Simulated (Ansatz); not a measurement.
Al2O3:
```
CELL_PARAMETERS angstrom
      2.37884     1.37342     4.33075
     -2.37884     1.37342     4.33075
      0.00000    -2.74685     4.33075
ATOMIC_POSITIONS crystal
  Al 0.14816 0.14816 0.14816
  Al 0.85184 0.85184 0.85184
  Al 0.35184 0.35184 0.35184
  Al 0.64816 0.64816 0.64816
  O  0.94368 0.55632 0.25000
  O  0.05632 0.44368 0.75000
  O  0.25000 0.94368 0.55632
  O  0.75000 0.05632 0.44368
  O  0.55632 0.25000 0.94368
  O  0.44368 0.75000 0.05632
```

Relaxed with r²SCAN.

Q: Give the optical modes at the zone centre with their infrared and Raman activity from DFPT, r²SCAN in the plane-wave PAW code Ansatz.

A: Transverse frequencies, without the LO–TO term; a row sums one degenerate level.

```
ω (cm⁻¹)  degeneracy  IR ((D/Å)²/amu)  Raman (Å⁴/amu)  activity  symmetry
--------  ----------  ---------------  --------------  --------  --------
308                1             0.00               0    silent       A2g
381                2             0.00            0.33     Raman        Eg
386                2             2.77               0        IR        Eu
401                1            40.63               0        IR       A2u
420                1             0.00             1.2     Raman       A1g
434                2             0.00            0.21     Raman        Eg
441                2            41.20               0        IR        Eu
449                2             0.00           0.086     Raman        Eg
538                1             0.00               0    silent       A2g
572                2            80.08               0        IR        Eu
579                2             0.00            0.13     Raman        Eg
584                1            23.52               0        IR       A2u
605                1             0.00               0    silent       A1u
636                2             5.32               0        IR        Eu
647                1             0.00            0.61     Raman       A1g
700                1             0.00               0    silent       A1u
753                2             0.00             1.1     Raman        Eg
758                1             0.00               0    silent       A2g
```

Q: How high does the top mode go among those that the LO–TO term moves?

A: 907 cm⁻¹ for q along x, 907 cm⁻¹ for q along y, 879 cm⁻¹ for q along z.

Space group R-3c (corundum). Symmetry was held in the r²SCAN relaxation; phonons on a q-mesh show no instability.

Potentials: the earlier of the program's two PAW sets.
